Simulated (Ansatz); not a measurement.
GaMo3N (anti-perovskite, space group No. 221) under volume change, DFT-r²SCAN in the program Ansatz with PAW potentials, scaled uniformly.

```json
[
 {"V (Å³/atom)": "12.408", "E − E(relaxed) (meV/atom)": "105.5", "P (GPa)": "29.99"},
 {"V (Å³/atom)": "12.817", "E − E(relaxed) (meV/atom)": "44.3", "P (GPa)": "18.33"},
 {"V (Å³/atom)": "13.227", "E − E(relaxed) (meV/atom)": "10.5", "P (GPa)": "8.42"},
 {"V (Å³/atom)": "13.636", "E − E(relaxed) (meV/atom)": "0.0", "P (GPa)": "0.00"},
 {"V (Å³/atom)": "14.045", "E − E(relaxed) (meV/atom)": "9.4", "P (GPa)": "-7.15"},
 {"V (Å³/atom)": "14.454", "E − E(relaxed) (meV/atom)": "35.6", "P (GPa)": "-13.23"},
 {"V (Å³/atom)": "14.863", "E − E(relaxed) (meV/atom)": "76.2", "P (GPa)": "-18.38"}
]
```

Problem. What does a third-order Birch–Murnaghan fit give for V₀, B₀ and B′?

Solution. V₀ = 13.64 Å³/atom, B₀ = 258 GPa, B′ = 4.4.

Space group Pm-3m (anti-perovskite). The start of the workflow was typed in or built on a structure type; neither database checked (COD, Materials Project) lists it. Its standing as an ambient phase is unchecked. The cell was relaxed with r²SCAN under the symmetry of its start; its stability against distortions is not shown here. The workflow began spin-polarised and lost its moments.

Potentials: the later of the program's two PAW sets.
